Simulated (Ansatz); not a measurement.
A geometry of Be away from equilibrium: step 3 of the relaxation of a relaxed Be cell displaced along its unstable phonon at q = (½, 0, 0) of its primitive reciprocal cell (274i cm⁻¹), largest move 0.15 Å. Level of theory: PBE (plane waves to 420 eV, PAW, scalar-relativistic; Ansatz, a first-principles code). Γ-centred k-mesh 17×17×13 on the run's cell (coarser than for final values), Fermi–Dirac smearing 0.05 eV. The plane waves were selected for a different cell earlier on the path.

```xyz
2
Lattice="4.1105 -0.1269 0.0000 -1.0826 1.8751 0.0000 0.0000 0.0000 2.3232" Properties=species:S:1:pos:R:3 pbc="T T T"
Be     0.0000     0.0000     0.4262
Be     2.0553    -0.0635    -0.4262
```

Question: What forces act on the atoms (eV/Å)?

Answer: 
```csv
atom,Fx,Fy,Fz
Be1,0.00,0.00,0.81
Be2,0.00,0.00,-0.81
```

The path ends in Fm-3m (No. 225) (fcc (Cu type)). No spin polarisation in the result.

The run could not lose the symmetry of its start: the end is stationary, and may be a saddle point rather than a minimum.

The end of the path is a generated cell of Be: the first start was made by placing the elements on the sites of a structure type, and the end was not matched to a known phase here, so it may be hypothetical. Known forms of Be include space group No. 194.
